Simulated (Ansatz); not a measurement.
ZrC (rock salt)

```
CELL_PARAMETERS angstrom
      0.00000     2.35572     2.35572
      2.35572     0.00000     2.35572
      2.35572     2.35572     0.00000
ATOMIC_POSITIONS crystal
  Zr 0.00000 0.00000 0.00000
  C  0.50000 0.50000 0.50000
```

The slice is a {100} plane (indices of the conventional cell) through the point (0.000, 0.000, 0.000) (fractional), spanned by u = [100] and v = [0 1 -1] in vectors of this cell: u (3.33 Å) and v (3.33 Å, at 90° to u). It covers one period; positions are fractions (u, v).

Level of theory: r2SCAN (plane waves to 500 eV, PAW, scalar-relativistic; Ansatz, a quantum-chemistry and plane-wave program). k mesh 17×17×17. These are valence fields of a PAW run, semicore shells included where kept as valence: close to a nucleus they are smooth pseudo fields. ZrC is run without spin polarisation. ZrC was relaxed with its symmetry unable to fall.

### Question
What is the ELF at the density minimum of the shortest Zr–C line in this plane (2.36 Å)?

### Answer
0.3.

### Question
What is the valence density on the shortest Zr–C line in this plane (2.36 Å), at its minimum between the atoms?

### Answer
0.44 e/Å³.

### Question
Predict the map of the valence electron density on the slice.

### Answer
| v \ u | 0.00 | 0.10 | 0.20 | 0.30 | 0.40 | 0.50 | 0.60 | 0.70 | 0.80 | 0.90 |
|---|---|---|---|---|---|---|---|---|---|---|
| 0.90 | 0.6 | 0.6 | 0.3 | -0.3 | -0.6 | -0.7 | -0.6 | -0.3 | 0.3 | 0.6 |
| 0.80 | 0.4 | 0.3 | -0.1 | -0.4 | -0.4 | -0.4 | -0.4 | -0.4 | -0.1 | 0.3 |
| 0.70 | -0.3 | -0.3 | -0.4 | -0.3 | -0.1 | 0.0 | -0.1 | -0.3 | -0.4 | -0.3 |
| 0.60 | -0.7 | -0.6 | -0.4 | -0.1 | 0.2 | 0.2 | 0.2 | -0.1 | -0.4 | -0.6 |
| 0.50 | -0.8 | -0.7 | -0.4 | 0.0 | 0.2 | 0.2 | 0.2 | 0.0 | -0.4 | -0.7 |
| 0.40 | -0.7 | -0.6 | -0.4 | -0.1 | 0.2 | 0.2 | 0.2 | -0.1 | -0.4 | -0.6 |
| 0.30 | -0.3 | -0.3 | -0.4 | -0.3 | -0.1 | 0.0 | -0.1 | -0.3 | -0.4 | -0.3 |
| 0.20 | 0.4 | 0.3 | -0.1 | -0.4 | -0.4 | -0.4 | -0.4 | -0.4 | -0.1 | 0.3 |
| 0.10 | 0.6 | 0.6 | 0.3 | -0.3 | -0.6 | -0.7 | -0.6 | -0.3 | 0.3 | 0.6 |
| 0.00 | 0.4 | 0.6 | 0.4 | -0.3 | -0.7 | -0.8 | -0.7 | -0.3 | 0.4 | 0.6 |

Values: log₁₀ of the valence density in e/Å³. The scale is logarithmic, as a density can span decades between atoms and voids.
